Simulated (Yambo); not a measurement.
Material: AlN (wurtzite, space group P6_3mc, No. 186); a = b = 3.0822 Å, c = 4.9334 Å, α = β = 90.00°, γ = 120.00° (4 atoms in the cell). Cell and atoms were relaxed with LDA from Materials Project entry mp-661, within its symmetry.

With LDA (Quantum ESPRESSO, PseudoDojo norm-conserving, 84 Ry, scalar-relativistic), the gap between the mesh's edge points (Γ → Γ) is 4.491 eV.

By how much does one-shot G0W0 (Yambo; 6×6×4 Γ-centred k mesh, 77 bands and a 8 Ry block in the screening, 77 bands in G with the Bruneval-Gonze terminator, plasmon pole fitted at 27.2 eV) open this gap, and what gap results?

The correction is 1.558 eV, giving 6.049 eV, 1.3 times the LDA value.  Nearest settings tried, and what they do to the gap: 59 bands in W, 59 bands in G: -7 meV; 6 Ry block (73 vectors against 111): -141 meV; 6×6×2 mesh: +6 meV. So the settings aren't converged at that level.
